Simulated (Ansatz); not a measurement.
NbP:
```xyz
4
Lattice="-1.6735 1.6735 5.7139 1.6735 -1.6735 5.7139 1.6735 1.6735 -5.7139" Properties=species:S:1:pos:R:3 pbc="T T T"
Nb     0.0000     0.0000     0.0004
Nb     0.0000     1.6735     2.8574
P      0.0000     0.0000     6.6577
P      1.6735     0.0000     3.8008
```

Relaxed with PBE.

### Question
Which orbitals make up the states near the Fermi level in PBE in the plane-wave PAW code Ansatz?

### Answer
Within 0.5 eV of the Fermi level: Nb 4d 81 %, P 3p 13 %. Projections are on Löwdin-orthogonalised atomic valence shells; empty p or d shells of many metals are not among them.

### Question
Tabulate the density of states.

### Answer
States/eV per cell of 4 atoms, in 0.25 eV bins, energy from the Fermi level.

```
E (eV)  total  Nb 4d  P 3p  P 3s
------  -----  -----  ----  ----
-7.85    0.00   0.00  0.00  0.00
-7.60    0.00   0.00  0.00  0.00
-7.35    0.00   0.00  0.00  0.00
-7.10    0.00   0.00  0.00  0.00
-6.85    0.00   0.00  0.00  0.00
-6.60    0.00   0.00  0.00  0.00
-6.35    0.05   0.01  0.03  0.00
-6.10    0.91   0.21  0.51  0.03
-5.85    1.55   0.44  0.85  0.05
-5.60    1.81   0.60  0.98  0.04
-5.35    3.94   1.40  2.16  0.06
-5.10    3.25   1.20  1.76  0.06
-4.85    1.37   0.51  0.71  0.04
-4.60    1.38   0.47  0.77  0.05
-4.35    1.90   0.64  1.10  0.06
-4.10    2.69   0.96  1.51  0.06
-3.85    2.61   0.97  1.43  0.07
-3.60    3.15   1.21  1.71  0.07
-3.35    2.92   1.27  1.48  0.05
-3.10    3.07   1.33  1.59  0.03
-2.85    4.60   1.92  2.47  0.02
-2.60    3.92   1.74  2.02  0.02
-2.35    4.34   2.11  2.06  0.03
-2.10    2.39   1.31  1.00  0.01
-1.85    1.72   1.03  0.62  0.01
-1.60    0.93   0.64  0.24  0.01
-1.35    2.66   2.03  0.45  0.02
-1.10    2.71   2.15  0.35  0.02
-0.85    3.66   2.93  0.38  0.04
-0.60    4.21   3.37  0.51  0.04
-0.35    1.92   1.45  0.30  0.01
-0.10    0.34   0.27  0.05  0.00
0.15     0.68   0.59  0.07  0.00
0.40     1.79   1.52  0.19  0.01
0.65     1.64   1.35  0.20  0.01
0.90     1.80   1.51  0.20  0.02
1.15     2.11   1.79  0.20  0.02
1.40     2.67   2.24  0.25  0.04
1.65     2.36   1.91  0.26  0.05
1.90     2.33   1.83  0.29  0.08
2.15     2.61   1.91  0.44  0.12
2.40     2.75   2.03  0.42  0.12
2.65     3.90   2.85  0.56  0.21
2.90     4.57   3.13  0.83  0.26
3.15     3.96   2.69  0.71  0.27
3.40     3.23   1.99  0.69  0.32
3.65     2.86   1.63  0.63  0.37
3.90     4.20   2.31  0.87  0.60
```

Space group I4_1md. The PBE relaxation kept the symmetry of its start; of distortions, only those at the zone centre were tested. No spin polarisation was allowed. A small band overlap can be real or an error of a semilocal functional. Scalar-relativistic: spin–orbit coupling is off unless named, which matters more the heavier the elements.

Potentials: the later of the program's two PAW sets.
